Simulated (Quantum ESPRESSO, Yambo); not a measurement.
CdZnS₂ (space group P-4m2, No. 115). Cell and atoms were relaxed with PBEsol from Materials Project entry mp-971712, within its symmetry. Chain: PBEsol (pw.x of Quantum ESPRESSO, ONCV potentials, scalar-relativistic); G0W0 in Yambo (4×4×2 Γ-centred k mesh, bands 9 to 173 and a 8 Ry block in the screening, 173 bands in G with the Bruneval-Gonze terminator, plasmon pole fitted at 27.2 eV); BSE (8×8×6 mesh, 5 valence and 4 conduction bands, static screening with 58 bands and a 4 Ry block, scissor 1.22 eV, Tamm-Dancoff).

The PBEsol gap (dense path) is 1.38 eV, the PBEsol gap Γ → Γ on the GW mesh is 1.38 eV and the PBEsol smallest direct gap on the GW mesh, at Γ is 1.38 eV. The G0W0 direct gap at that point comes out as 2.60 eV and the G0W0 correction to the gap Γ → Γ comes out as 1.22 eV. The lowest exciton comes out as no binding energy given (see below).

Rough cost of the Yambo steps against G0W0 for 12 states: BSE about 2×.

Nearest settings tried, and what they do to the gap: 114 bands in W, 114 bands in G: +16 meV; 3 Ry block (51 vectors against 237): -156 meV; 2×2×2 mesh: -109 meV. So the settings aren't converged at that level. The BSE states are vertical excitations (zero momentum). The lowest state covers only about 1 of the 384 k points, so the mesh doesn't resolve it: its energy and its distance from the direct gap are mesh artefacts. An extended exciton needs a far denser mesh. Axes are Cartesian, with cell vectors (Å) (3.93, 0.00, 0.00), (0.00, 3.93, 0.00), (0.00, 0.00, 5.65).

Spin-orbit splittings are left out.

The structure is a Materials Project entry; no match was found in the copy of COD used, and its stability was not checked.
